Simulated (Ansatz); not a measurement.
Consider the following.

BeCo:
```
BeCo
1.0
    2.56587     0.00000     0.00000
    0.00000     2.56587     0.00000
    0.00000     0.00000     2.56587
Be Co
1 1
Direct
  0.50000   0.50000   0.50000
  0.00000   0.00000   0.00000
```
The run is spin-polarised; directions of the spins, atom by atom: 0 ↑.

This is the PBEsol-relaxed structure.

Question: All from PBEsol (plane waves, PAW; program Ansatz), unless another level is named. Estimate the density of states at the Fermi level.

Answer: 0.88 states/eV per atom (mean over ±0.08 eV).

Question: And the formation energy from the elements (no fitted shifts)?

Answer: -0.32 eV/atom.

Space group Pm-3m (CsCl type). A made-up cell: these elements were put on the sites of a structure type; the Crystallography Open Database files this formula in space group No. 221, but the cells were not matched. Whether it is the stable phase at ambient conditions was not checked. The PBEsol relaxation kept the symmetry of its start; its stability against distortions is not shown here. Magnetic state: ferromagnetic, the only order run, not a proven ground state. The cell computed holds one magnetic atom, so no antiferromagnetic order was within reach. The references are the lowest solids computed at this level, not always the standard phases.

Potentials: the earlier of the program's two PAW sets. The files were generated under PBE; for other functionals the program regenerates the frozen cores, and for LDA and PBEsol the local potential too.
